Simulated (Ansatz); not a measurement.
## Turning moments in Fe

We look at Fe: a test cell of our own (not relaxed), with 2 atoms per cell.

```
CELL_PARAMETERS angstrom
2.86600 0.00000 0.00000
0.00000 2.86600 0.00000
0.00000 0.00000 2.86600
ATOMIC_POSITIONS crystal
Fe 0.00000 0.00000 0.00000
Fe 0.52000 0.50000 0.50000
```

Atoms are numbered from 1 in the order listed.

The calculation used DFT, LDA, norm-conserving potentials, plane waves, scalar-relativistic in Ansatz development build ahead of 0.2.0.

| Setting | Value |
| --- | --- |
| Plane-wave cutoff | 1225 eV |
| k-point mesh | 2×2×2 (Γ-centred) |
| Occupations | Fermi–Dirac smearing, 0.272114 eV |
| Valence electrons | 32 |

Site vectors of these older runs were integrated over wider regions than atomic spheres, and need not add up to the total.

The mesh is coarse, so energy differences (and at times their sign) aren't converged.

Spins are non-collinear; moments are vectors (x, y, z) in μB. Without spin–orbit coupling a common rotation of all moments costs nothing, so only their relative directions matter.

By default the program goes on after convergence only on a hint of a lower state. With a search on, the program may also reshape the start on open shells.

A converged state need not be the lowest one of the cell; “lowest” counts the 6 runs made.

Where moments are weakly coupled, the SCF can meet its threshold before they have finished turning.

Question: Start Fe1 (0.00, 0.00, 2.00), Fe2 (1.64, 0.00, 1.15); default search for lower states. What happens?

Answer: It converges in 21 iterations: sizes Fe1 2.27, Fe2 2.27 μB (canted; angles of the large moments to the first 47°), net moment 4.40 μB; none of the 6 converged runs lies measurably lower.

Question: Start Fe1 (0.00, 0.00, 2.00), Fe2 (0.17, 0.00, 1.99); default search for lower states. What happens?

Answer: It converges in 21 iterations: sizes Fe1 2.33, Fe2 2.33 μB (all parallel), net moment 4.93 μB; 2.2 meV/atom above the lowest of 6 converged runs.
